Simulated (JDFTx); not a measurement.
System: Ti(0001) (P6_3/mmc bulk; lattice of mp-46, not re-optimised at this level), 1x1 cell of 4 atoms in 4 planes, area 7.46 Å² a face, 6.8 Å between the outermost planes in a cell 23.0 Å high; k mesh 8×8×1, Fermi width 0.01 Ha, no spin polarisation.

Level of theory: PBE, GBRV ultrasoft potentials, plane waves to 20/100 Ha; code: a modified build of JDFTx. Liquid on both sides: CANDLE, acetonitrile, 1 M NaCl; nuclei fixed, outer atoms relaxed in vacuum. SHE scale: U = −μ/e − 4.44 V, by convention. The model has bare, unreconstructed faces and no explicit solvent. At negative charge CANDLE's numbers also depend on the cell height, by up to tenths of a volt. Convergence in thickness and k mesh wasn't tested for this slab. In this non-aqueous liquid the SHE scale is nominal.

```
U (V vs SHE)  μ (eV)  excess electrons per cell  σ (μC/cm², per face)              run
------------  ------  -------------------------  --------------------  ---------------
-0.70          -3.74                      0.035                  -3.7  fixed potential
-0.42          -4.02                      0.000                   0.0          neutral
-0.10          -4.34                 (withheld)            (withheld)  fixed potential
```

Q: Fill in the missing entries, row by row.

A: 
- -0.10, excess electrons per cell: -0.060
- -0.10, σ (μC/cm², per face): 6.4
